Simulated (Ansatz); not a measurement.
Level of theory: DFT PBE, scalar-relativistic, plane waves, PAW in Ansatz. All cells share a 420 eV cutoff and Γ-centred k meshes spaced at most about 0.3 Å⁻¹ (about 0.25 or finer for metals, 2π included). No spin polarisation in the final relaxations.

All energies are static (0 K, no zero-point motion).

Two relaxed structures of In₅O:

A.

```
CELL_PARAMETERS angstrom
0.00000 4.29155 4.29155
4.29155 0.00000 4.29155
4.29155 4.29155 0.00000
ATOMIC_POSITIONS crystal
In 0.62540 0.62540 0.62540
In 0.12379 0.62540 0.62540
In 0.62540 0.62540 0.12379
In 0.62540 0.12379 0.62540
In 0.25000 0.25000 0.25000
O 0.00000 0.00000 0.00000
```

B.

```
CELL_PARAMETERS angstrom
5.30228 0.00000 0.00000
-2.65114 4.59191 0.00000
0.00000 0.00000 5.96536
ATOMIC_POSITIONS crystal
In 0.66667 0.33333 0.74215
In 0.00000 0.00000 0.00000
In 0.66667 0.33333 0.25785
In 0.33333 0.66667 0.25785
In 0.33333 0.66667 0.74215
O 0.00000 0.00000 0.50000
```

Question: Which would you expect to be lower, and how large is the difference?

Answer: B is lower, by 196 meV/atom. A has space group F-43m (No. 216), 26.3 Å³/atom and no gap on its mesh; B has space group P6/mmm (No. 191), 24.2 Å³/atom and no gap. Counting In atoms around O (those within 1.25 times the shortest such distance or 1.15 times the sum of covalent radii, 1.27 where that leaves under three; a plus sign parts nearer from farther groups; the shortest distance is added where it exceeds 1.18 times the sum of covalent radii), A has O 16 from 3.6 Å and B has O 2+12 from 3.0 Å. The denser one is the lower, and pressure would at first widen the difference. Even the lower one lies +0.13 eV/atom against the reference forms of the elements (uncorrected), a margin that errors in the energy of the gaseous reference can exceed. Both come from invented guesses. A third cell relaxed alike, in R-3m, lies 213 meV/atom below the lower of the two.

O stands nearly free of neighbours here, and without spin polarisation the energy of such atoms comes out too high. Cells relaxed within their symmetry can be saddle points.
